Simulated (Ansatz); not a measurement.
Ge₂Pd in space group Cmcm (No. 63; Ge on 4c, Ge on 4c, Pd on 4c) at seven volumes, DFT-PBE in the program Ansatz with PAW potentials, shape and atoms relaxed at each. One row is withheld.

```tsv
V (Å³/atom)	P (GPa)
15.618	?
16.133	6.90
16.648	3.12
17.163	0.00
17.678	-2.61
18.193	-4.79
18.708	-6.53
```

Task: Fit the shown pressures and predict the withheld one.

Result: P = (3/2)B₀(x^(7/2) − x^(5/2))[1 + (3/4)(B′ − 4)(x − 1)] with x = (V₀/V)^(2/3). Least squares on the six rows gives V₀ = 17.161 Å³/atom, B₀ = 95.1 GPa, B′ = 5.25. At V = 15.618, x = 1.0648 and P = 11.48 GPa. The run itself gave 11.47 GPa.

The cell is a constructed one: a structure type filled with these elements; neither database checked (COD, Materials Project) lists it. Its standing as an ambient phase is unchecked. The PBE relaxation kept the symmetry of its start; whether a distortion lowers the energy is not shown. No spin polarisation was allowed.

Potentials: the later of the program's two PAW sets.
